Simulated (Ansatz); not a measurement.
# Data sheet: NaCl₃ (DFT)

NaCl3:
```yaml
crystal:
  lattice:
    - [5.38543, 0.00000, 0.00000]
    - [0.00000, 5.38543, 0.00000]
    - [0.00000, 0.00000, 5.38543]
  atoms:
    - { symbol: Na, position: [0.50000, 0.50000, 0.50000] }
    - { symbol: Na, position: [0.00000, 0.00000, 0.00000] }
    - { symbol: Cl, position: [0.50000, 0.00000, 0.75000] }
    - { symbol: Cl, position: [0.50000, 0.00000, 0.25000] }
    - { symbol: Cl, position: [0.75000, 0.50000, 0.00000] }
    - { symbol: Cl, position: [0.25000, 0.50000, 0.00000] }
    - { symbol: Cl, position: [0.00000, 0.75000, 0.50000] }
    - { symbol: Cl, position: [0.00000, 0.25000, 0.50000] }
```

Space group Pm-3n (No. 223), A15 (Cr3Si type); conventional cell a = b = c = 5.3854 Å, α = β = γ = 90.00°.

Method: DFT-PBEsol in the program Ansatz with PAW potentials. Geometry: relaxed at this level of theory. Other levels are named where they apply.

Cell and energy:

- Volume per atom: 19.52 Å³
- Density: 2.75 g/cm³
- Formation energy from the elements (no fitted shifts): -0.65 eV/atom

Electronic structure:

- Electronic character: metallic (no gap)
- Density of states at the Fermi level: 0.80 states/eV per atom (mean over ±0.08 eV)

Mechanics:

* **Bulk modulus (Birch–Murnaghan fit)**: 37.2 GPa
* **Pressure derivative B′**: 5.0
* **Elastic constants (relaxed ions, GPa)**: C11 = 36.3, C12 = 37.6, C44 = 14.4
* **Mechanical stability**: unstable (C has a negative eigenvalue)

Phonons:

Highest zone-centre frequency: 186 cm^-1
Zone-centre stability: unstable, softest mode 31i cm⁻¹

The workflow started from a Materials Project entry (that database holds measured and hypothetical structures alike); the Crystallography Open Database copy checked does not list it. Its standing as an ambient phase is unchecked. The cell was relaxed with PBEsol under the symmetry of its start. As this level gives no gap, shear constants depend on the k-mesh and smearing (Fermi–Dirac, 0.1 eV here). As this level gives no gap, phonon frequencies hold no LO–TO term and depend on the k-mesh and smearing (Fermi–Dirac, 0.1 eV here). The references are the lowest solids computed at this level, not always the standard phases (solids in place of the gases).

Potentials: the earlier of the program's two PAW sets. The files were generated under PBE; for other functionals the program regenerates the frozen cores, and for LDA and PBEsol the local potential too.
